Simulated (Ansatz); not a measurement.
GdO in the zincblende structure

The computed numbers are results of PBE+U (U_eff = 6 eV on Gd 4f), scalar-relativistic (collinear spin) in the plane-wave PAW code Ansatz at 420 eV, Γ-centred 10×10×10 mesh, 0.05 eV Gaussian smearing; PAW files: Ansatz's generated set soft_2.

```
CELL_PARAMETERS angstrom
0.00000 2.69843 2.69843
2.69843 0.00000 2.69843
2.69843 2.69843 0.00000
ATOMIC_POSITIONS crystal
Gd 0.00000 0.00000 0.00000
O 0.25000 0.25000 0.25000
```

The start was a prototype's sites filled with these elements; the Crystallography Open Database holds the compound in this structure.

Magnetic state: ferromagnetic, site spin moments Gd 7.02 μB.

The cell has space group F-43m (read at 0.01 Å). In it the stress is 0.00, 0.00, 0.00, 0.00, 0.00, 0.00 GPa and the largest force component 0.000 eV/Å. Each change below starts from this cell, without further relaxation. Stress is in GPa, positive in compression, in the order xx, yy, zz, yz, xz, xy; energies are counted from the cell above and are free energies with the smearing's entropy, which match forces and stress in a metal.

What happens when atom 1 (Gd) is moved by 0.05 Å along y?

The energy changes by 1.9 meV per cell, and the force on it along the shift is -0.087 eV/Å (−F/u = 1.75 eV/Å²). Stress: 0.05, 0.22, 0.05, 0.00, 0.45, 0.00.
| atom | Fx (eV/Å) | Fy | Fz |
| --- | --- | --- | --- |
| Gd1 | 0.000 | -0.087 | 0.000 |
| O2 | 0.000 | 0.087 | 0.000 |
In a harmonic crystal the energy would rise by −½F·u = ½ × 1.75 × 0.05² eV = 2.2 meV, close to the run's value; the rest is anharmonic or numerical.

What stress follows from an engineering strain of 2 % in yy, atoms carried along?

-1.43, -2.90, -1.43, 0.00, 0.00, 0.00 GPa; the energy changes by 7.2 meV per cell.
The change of the stress over the strain gives a clamped-atom stiffness of about 145 GPa for this component, a secant value that lies under the elastic constant in tension and over it in compression, by several per cent for each per cent of strain.
In a harmonic crystal the energy would rise by V(½Cε² − σ₀ε), with σ₀ the stress of the unstrained cell, = 7.1 meV, which matches.

All atoms and the cell are disturbed at random:
```
CELL_PARAMETERS angstrom
-0.01989 2.73934 2.67153
2.68181 -0.01746 2.66910
2.68785 2.74295 -0.02351
ATOMIC_POSITIONS crystal
Gd 0.00624 0.99599 0.01996
O 0.24376 0.25401 0.23004
```
Give the energy change, the stress and the forces.

49.7 meV per cell; stress 0.53, -0.79, 0.87, 1.65, 2.39, 1.59 GPa. Spin moments: Gd 6.93 μB.
| atom | Fx (eV/Å) | Fy | Fz |
| --- | --- | --- | --- |
| Gd1 | -0.361 | -0.495 | -0.292 |
| O2 | 0.361 | 0.495 | 0.292 |

Spin–orbit coupling, which matters for such heavy elements, is left out. The run wasn't fully tested for a lower electronic state. Site moments are of spin, integrated over atomic spheres. A U of this size is made for insulators; in a metal, as here, it tends to take f weight out of the bonding and to swell the cell.
